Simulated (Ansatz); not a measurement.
The relaxed structure here is a generated cell of AlRh: the first start was made by placing the elements on the sites of a structure type, and the end was not matched to a known phase here, so it may be hypothetical.

One starting cell of AlRh (a generated trial cell of AlRh in the AFLOW prototype AB_cF8_225_a_b (B1, as in NaCl)) was relaxed twice with Ansatz (plane waves, PAW, scalar-relativistic): with PBEsol at 420 eV and with PBE at 420 eV. The PBEsol result:

Space group Fm-3m (No. 225); a = 4.946 Å, b = 4.946 Å, c = 4.946 Å, α = 90.00°, β = 90.00°, γ = 90.00°

```json
[
 {"atom": "Rh", "site": "4a", "symmetry": "m-3m", "x": "0.0000", "y": "0.0000", "z": "0.0000"},
 {"atom": "Al", "site": "4b", "symmetry": "m-3m", "x": "0.5000", "y": "0.5000", "z": "0.5000"}
]
```
(The calculation used a cell of 2 atoms; values per cell refer to that cell.)

```tsv
quantity	PBEsol	PBE
space group	Fm-3m	Fm-3m
volume (Å³/atom)	15.12	15.63
a (Å)	4.946	5.000
gap (eV, no spin-orbit coupling)	0.00	0.00
```

Both levels end in the same structure; PBE's volume is 3.3 % larger. Neither column is exact.

No spin polarisation in the result.

The run could not lose the symmetry of its start: the end is stationary, and may be a saddle point rather than a minimum.

All atoms sit on sites fixed by symmetry, so only the cell could relax.

Ansatz is a quantum-chemistry and plane-wave program.
